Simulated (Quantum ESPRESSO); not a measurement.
```cif
data_Al2P2
_chemical_formula_sum 'Al2 P2'
_space_group_name_H-M_alt 'P 1'
_space_group_IT_number 1
_cell_length_a 3.86122
_cell_length_b 3.86122
_cell_length_c 6.33506
_cell_angle_alpha 90.000
_cell_angle_beta 90.000
_cell_angle_gamma 120.000
loop_
_space_group_symop_operation_xyz
  'x, y, z'
loop_
_atom_site_label
_atom_site_type_symbol
_atom_site_fract_x
_atom_site_fract_y
_atom_site_fract_z
_atom_site_occupancy
Al1 Al 0.33333 0.66667 0.00005 1
Al2 Al 0.66667 0.33333 0.50005 1
P1 P 0.33333 0.66667 0.37495 1
P2 P 0.66667 0.33333 0.87495 1
```

Cell and atoms were relaxed with PBEsol from Materials Project entry mp-8880, within its symmetry.

Problem. What does norm-conserving PBEsol (Quantum ESPRESSO, 44 Ry, scalar-relativistic) give for the electronic structure near the Fermi level?

Solution. The PBEsol gap is indirect, 1.82 eV, from Γ to M; the smallest direct gap is 2.32 eV. 

This is not the ordinary phase of the substance; no match was found in the copy of COD used, and its stability was not checked.
